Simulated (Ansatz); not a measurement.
Elastic constants of C at 22 GPa (stress–strain coefficients): input and output

Method: DFT LDA, scalar-relativistic, plane waves, PAW in Ansatz.

Launched with:
```bash
ansatz run input.yaml --threads 1 --pin off --max-ram 3072MiB --backend cpu --events-out ev --progress --plain --runs-dir out
```

Input (bare energies are in eV):
```yaml
crystal:
  lattice:
    - [2.0885136689, -1.2058866742, -0.0125715011]
    - [2.0885136689, 1.2058866742, -0.0125715011]
    - [-1.3777474494, 0.0, 2.7194503554]
  atoms:
    - { symbol: C, position: [0.8341103833, 0.8341103833, 0.0023281969] }
    - { symbol: C, position: [0.1658896167, 0.1658896167, 0.9976718031] }
basis:
  ecutwfc: 420
kpoints:
  mp_grid: { grid: [18, 18, 14] }
hamiltonian:
  xc: lda
scf:
  occupations: { method: gaussian, width: 0.01 }
output:
  forces: true
  stress: true
  eigenvalues: true
elastic:
  mode: relaxed_ion
```

From the output:
```
--- Elastic constants: 6 strain directions × 4 members + reference (group order 4) ---
  dense FFT box of the reference and of every strained cell: 18×18×24
  strains applied: 11, 22, 33, 23, 13, 12; error gains: componentwise 1.00 (the most a stress slope's error grows in a printed constant), spectral 1.00 (1 for all six strains in a standard setting)
  reference relaxed by the batch: 2 steps; max|allowed force component| 1.05e-4 eV/Å at the deck's positions, 4.81e-5 at the last accepted step, 4.81e-5 by the solve of record
  largest displacement 2.9e-6 Å; the constants are those of the deck's cell at these positions:
  atoms:
    - { symbol: C, position: [0.8341108125037967, 0.8341108125037967, 0.002329250338000916] }
    - { symbol: C, position: [0.1658891874962034, 0.1658891874962034, 0.9976707496619992] }
  C = ∂σ_k/∂η_j (tension-positive GPa; Voigt order 11 22 33 23 13 12):
      1456.123    328.326     16.006      0.000    -21.564     -0.000
       328.377   1456.680     14.901      0.000     10.976      0.000
        15.989     14.965    224.567      0.000      1.603     -0.000
        -0.000     -0.000     -0.000     29.376     -0.000     11.060
       -21.771     10.928      1.702     -0.000     30.603     -0.000
        -0.000      0.000     -0.000     10.966     -0.000    559.111
  reference stress σ⁰ (GPa):    -22.002    -22.001    -22.017      0.000      0.000     -0.000
  C* (energy form; C + prestress term) asymmetry max|C*_kj − C*_jk| = 2.065e-1 GPa — a small one proves nothing (zero by symmetry where the batch's group is 432, −43m or m−3m); a large one is finite-difference/SCF noise where every solve ...
  moduli (Voigt/Reuss/Hill, GPa): K = 428.44/184.30/306.37   G = 309.02/64.46/186.74   E = 465.63   ν = 0.247
  mechanically stable: yes (min eigenvalue of sym C = 29.15 GPa)
  harmonic check of the ions' relaxations: strain 23: 1 pair too noisy to judge; strain 13: 1 pair too noisy to judge
  the stresses are not corrected for the forces that the relaxations left standing (`elastic.f_tol`)
  strain η (Voigt 11):  stress-route row diagonal C_11 = 1456.12 GPa, energy-path curvature d²(F+E_count+ΔE)/dδ²/Ω₀ = 1456.29 GPa
    cells at ±δ against ±2δ: C21 328.34 and 328.23 GPa, apart by 0.01 % of the column's largest entry
         δ    σ_11 (GPa) F (eV) n_scf n_hpsi n_pw
    -4.000e-3     -27.8831        -485.7888721       6  159009    277   relax 3 steps, max|allowed force component| 3.34e-5 eV/Å
    -2.000e-3     -24.9281        -485.7933733       6  158957    277   relax 3 steps, max|allowed force component| 2.80e-7 eV/Å
     2.000e-3     -19.1035        -485.8008739       6  158931    278   relax 3 steps, max|allowed force component| 1.58e-6 eV/Å
     4.000e-3     -16.2333        -485.8038859       6  158979    280   relax 3 steps, max|allowed force component| 1.43e-5 eV/Å
  strain η (Voigt 22):  stress-route row diagonal C_22 = 1456.68 GPa, energy-path curvature d²(F+E_count+ΔE)/dδ²/Ω₀ = 1456.94 GPa
    cells at ±δ against ±2δ: C32 15.00 and 15.12 GPa, apart by 0.01 % of the column's largest entry
         δ    σ_22 (GPa) F (eV) n_scf n_hpsi n_pw
    -4.000e-3     -27.8846        -485.7888666       6  159117    276   relax 3 steps, max|allowed force component| 3.65e-5 eV/Å
    -2.000e-3     -24.9285        -485.7933662       6  159019    277   relax 3 steps, max|allowed force component| 1.42e-7 eV/Å
     2.000e-3     -19.1017        -485.8008691       6  158881    278   relax 3 steps, max|allowed force component| 2.15e-7 eV/Å
     4.000e-3     -16.2311        -485.8038845       6  158966    280   relax 3 steps, max|allowed force component| 1.83e-6 eV/Å
  strain η (Voigt 33):  stress-route row diagonal C_33 = 224.57 GPa, energy-path curvature d²(F+E_count+ΔE)/dδ²/Ω₀ = 224.38 GPa
    cells at ±δ against ±2δ: C33 224.43 and 224.02 GPa, apart by 0.18 % of the column's largest entry
         δ    σ_33 (GPa) F (eV) n_scf n_hpsi n_pw
    -4.000e-3     -22.9290        -485.7897108       6  159037    276   relax 4 steps, max|allowed force component| 6.29e-8 eV/Å
    -2.000e-3     -22.4691        -485.7935872       6  159047    277   relax 2 steps, max|allowed force component| 8.50e-6 eV/Å
     2.000e-3     -21.5714        -485.8010880       6  158936    277   relax 2 steps, max|allowed force component| 9.89e-6 eV/Å
     4.000e-3     -21.1369        -485.8047371       6  159009    279   relax 2 steps, max|allowed force component| 8.00e-6 eV/Å
  strain η (Voigt 23):  stress-route row diagonal C_44 = 29.38 GPa, energy-path curvature d²(F+E_count+ΔE)/dδ²/Ω₀ = 40.56 GPa
    cells at ±δ against ±2δ: C64 10.99 and 11.05 GPa, apart by 0.22 % of the column's largest entry
         δ    σ_23 (GPa) F (eV) n_scf n_hpsi n_pw
    -4.000e-3      -0.1176        -485.7973467       6  299759    278   relax 3 steps, max|allowed force component| 6.54e-8 eV/Å
    -2.000e-3      -0.0588        -485.7973629       6  299621    278   relax 2 steps, max|allowed force component| 1.17e-6 eV/Å
     2.000e-3       0.0588        -485.7973629       6  299589    278   relax 3 steps, max|allowed force component| 9.95e-7 eV/Å
     4.000e-3       0.1176        -485.7973467       6  299559    278   relax 3 steps, max|allowed force component| 2.24e-6 eV/Å
  strain η (Voigt 13):  stress-route row diagonal C_55 = 30.60 GPa, energy-path curvature d²(F+E_count+ΔE)/dδ²/Ω₀ = 41.51 GPa
    cells at ±δ against ±2δ: C55 30.53 and 30.33 GPa, apart by 0.67 % of the column's largest entry
         δ    σ_13 (GPa) F (eV) n_scf n_hpsi n_pw
    -4.000e-3      -0.1200        -485.7973483       6  158991    278   relax 3 steps, max|allowed force component| 7.84e-6 eV/Å
    -2.000e-3      -0.0606        -485.7973679       6  158945    277   relax 3 steps, max|allowed force component| 2.84e-6 eV/Å
     2.000e-3       0.0615        -485.7973693       6  158951    277   relax 3 steps, max|allowed force component| 4.10e-6 eV/Å
     4.000e-3       0.1226        -485.7973499       6  158959    277   relax 4 steps, max|allowed force component| 2.80e-6 eV/Å
  strain η (Voigt 12):  stress-route row diagonal C_66 = 559.11 GPa, energy-path curvature d²(F+E_count+ΔE)/dδ²/Ω₀ = 570.17 GPa
    cells at ±δ against ±2δ: C46 11.04 and 10.97 GPa, apart by 0.01 % of the column's largest entry
         δ    σ_12 (GPa) F (eV) n_scf n_hpsi n_pw
    -4.000e-3      -2.2364        -485.7969814       6  299713    278   relax 4 steps, max|allowed force component| 1.73e-6 eV/Å
    -2.000e-3      -1.1182        -485.7972761       6  299728    277   relax 3 steps, max|allowed force component| 1.75e-5 eV/Å
     2.000e-3       1.1182        -485.7972761       6  299759    277   relax 3 steps, max|allowed force component| 1.75e-5 eV/Å
     4.000e-3       2.2364        -485.7969814       6  299679    278   relax 4 steps, max|allowed force component| 1.73e-6 eV/Å
```

It took 6.7 min on 1 thread of AMD EPYC 9R45 96-Core Processor (Zen 5), with other jobs on the host, peak memory 0.69 GiB.

The crystal is built of layers and no dispersion correction was added, so the binding between them is poorly described, and with it their spacing and whatever depends on it. The bands were filled as in an insulator; under compression the gap may have closed between mesh points.